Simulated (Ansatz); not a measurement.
TaRu (CsCl type, Pm-3m), DFT-r²SCAN in the program Ansatz with PAW potentials, all energies at zero smearing, with the estimated change up to a 700 eV cutoff added, with one set of potentials and settings (totals compare only within such a set). Cell of 2 atoms (1 Ru, 1 Ta): -15835.659 eV.

```tsv
element	reference phase	E (eV/atom)
Ru	P6_3/mmc, 2 atoms in the cell	-5890.7039
Ta	Im-3m, 1 atoms in the cell	-9944.3222
```

Formation energy per atom, worked out: (-15835.659 − 1×(-5890.7039) − 1×(-9944.3222))/2 = -0.316 eV/atom (-31 kJ per mol of atoms), at 0 K, without zero-point energy or fitted corrections.

The workflow started from an entry of the Crystallography Open Database (COD), which files this formula under 2 space groups. Whether it is the stable phase at ambient conditions was not checked. The r²SCAN relaxation kept the symmetry of its start; whether a distortion lowers the energy is not shown. The run is not spin-polarised. The references are the lowest solids computed at this level, not always the standard phases. Spin–orbit coupling is left out wherever it is not named.

Potentials: the later of the program's two PAW sets.
